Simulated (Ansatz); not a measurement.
Input and command of a plane-wave DFT calculation in Ansatz:

```yaml
crystal:
  lattice:
    - [3.2427916985, 0.0, 0.0]
    - [0.0, 3.2427916985, 0.0]
    - [0.0, 0.0, 4.948]
  atoms:
    - { symbol: Zr, position: [-0.021805495, 0.521805495, 0.0] }
    - { symbol: Zr, position: [0.478194505, 0.021805495, 0.5] }
    - { symbol: H, position: [0.0, 0.0, 0.75] }
    - { symbol: H, position: [0.0, 0.0, 0.25] }
basis:
  ecutwfc: 500
kpoints:
  mp_grid: { grid: [14, 14, 10] }
hamiltonian:
  xc: r2scan
scf:
  occupations: { method: gaussian, width: 0.15 }
output:
  forces: true
  stress: true
  eigenvalues: true
```

```bash
ansatz run input.yaml --threads 1 --pin off --max-ram 2560MiB --backend cpu --events-out ev --progress --plain --runs-dir out
```

Processor: Arm Neoverse V2, 1 thread, on a host shared with other jobs.

Question: How long does it run, and how much memory does it take?

Answer: About 50 s on 1 thread of Arm Neoverse V2, on a shared host, peak memory 0.72 GiB. It solves 17 bands at 342 k points (the mesh reduced by symmetry) with about 1295 plane waves, in 7 SCF iterations.
